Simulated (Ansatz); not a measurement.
AlAs:
```yaml
crystal:
  lattice:
    - [0.00000, 2.86418, 2.86418]
    - [2.86418, 0.00000, 2.86418]
    - [2.86418, 2.86418, 0.00000]
  atoms:
    - { symbol: As, position: [0.75000, 0.75000, 0.75000] }
    - { symbol: Al, position: [0.00000, 0.00000, 0.00000] }
```

x, y and z are the axes in which the lattice vectors are written.

Problem. Give the high-frequency dielectric tensor and the Born effective charge tensors of the independent atoms from DFPT, DFT-PBE in the program Ansatz with PAW potentials.

Solution. 
ε∞:
```
9.50  0.00  0.00
0.00  9.50  0.00
0.00  0.00  9.50
```
Z* of atom 1 (As), rows: field, columns: displacement, in e:
```
-2.16   0.00   0.00
 0.00  -2.16   0.00
 0.00   0.00  -2.16
```
Z* of atom 2 (Al), rows: field, columns: displacement, in e:
```
2.16  0.00  0.00
0.00  2.16  0.00
0.00  0.00  2.16
```

Static charges for comparison (Bader): As1 -1.95, Al2 +1.95 e. Born charges measure polarisation by displacement and can exceed these by far.

Space group F-43m (zinc blende). The cell was relaxed with PBE under the symmetry of its start. Spin–orbit coupling is left out wherever it is not named.

Potentials: the later of the program's two PAW sets.
